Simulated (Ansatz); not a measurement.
SiMo3 (Pm-3n), a vibration from a frozen displacement

These are results of DFT PBEsol, scalar-relativistic, plane waves, PAW in Ansatz, not measurements. Settings: plane waves to 420 eV, k-mesh 8×8×8 (Γ-centred), Gaussian smearing 0.15 eV. No spin polarisation. Energies are free energies at this smearing, counted from the undisturbed cell; pressure is positive in compression.

The undisturbed cell (relaxed at this level; it needn't be the usual structure):

```
CELL_PARAMETERS angstrom
4.86159 0.00000 0.00000
0.00000 4.86159 0.00000
0.00000 0.00000 4.86159
ATOMIC_POSITIONS crystal
Si 0.00000 0.00000 0.00000
Si 0.50000 0.50000 0.50000
Mo 0.25000 0.00000 0.50000
Mo 0.50000 0.75000 0.00000
Mo 0.75000 0.00000 0.50000
Mo 0.50000 0.25000 0.00000
Mo 0.00000 0.50000 0.75000
Mo 0.00000 0.50000 0.25000
```

Every Si atom is moved by x along the Cartesian unit vector (0.577, 0.577, 0.577); the cell and all other atoms stay fixed. The cell's volume is 114.90 Å³; the moved atoms weigh 56.170 u together and the others 575.700 u. Some rows repeat others by symmetry and weren't run.

```csv
x (Å),ΔE (meV/cell),total force on the moved atoms along the move (eV/Å),pressure (GPa)
-0.2000,380.24,3.8652,1.8229
-0.1750,289.99,3.3567,1.4013
-0.1500,212.32,2.8579,1.0362
-0.1250,147.02,2.3681,0.7276
-0.1000,93.87,1.8855,0.4753
-0.0750,52.70,1.4089,0.2792
-0.0500,23.39,0.9367,0.1392
-0.0250,5.84,0.4677,0.0552
0.0000,0.00,0.0000,0.0273
0.0250,5.84,-0.4677,0.0552
0.0500,23.39,-0.9367,0.1392
0.0750,52.70,-1.4089,0.2792
0.1000,93.87,-1.8855,0.4753
0.1250,147.02,-2.3681,0.7276
0.1500,212.32,-2.8579,1.0362
0.1750,289.99,-3.3567,1.4013
0.2000,380.24,-3.8652,1.8229
```

Problem. What frequency belongs to this motion?

Solution. The force constant is k = −dF/dx = 18.706 eV/Å², from the parabola through x = -0.0250, 0 and 0.0250. In every cell the moved atoms swing against the rest, so the mass is μ = m₁m₂/(m₁ + m₂) = 51.177 u, and ν̃ = 521.5 cm⁻¹ × √(|k|/μ) = 315 cm⁻¹. The pattern needn't be a normal mode: ν̃² is then a weighted mean of the squared nonzero frequencies at the zone centre of this cell, so it lies between the lowest and the highest of them.

Problem. How far does the harmonic law reach?

Solution. At x = -0.200 Å, kx²/2 = 374.12 meV against the computed 380.24 meV (+1.6 %): the well is still close to harmonic there.

Problem. The pressure changes with x². What does that say about the frequency under compression?

Solution. With E = k(V)x²/2, k ∝ V^(−2γ) and x scaling with the cell as V^(1/3), P − P0 = −∂E/∂V = (2γ − 2/3) ΔE/V. At x = 0.0500 Å, V(P − P0) = 114.90 × 0.11195 / 160.2 eV = 80.29 meV and ΔE = 23.39 meV, so γ = 1/3 + V(P − P0)/(2ΔE) = 2.05. This is the Grüneisen parameter of the motion under uniform scaling of the cell: shrinking the cell evenly by 1 % in volume raises the frequency by about 2.05 %.

In a metal these slopes depend on the k mesh and the smearing.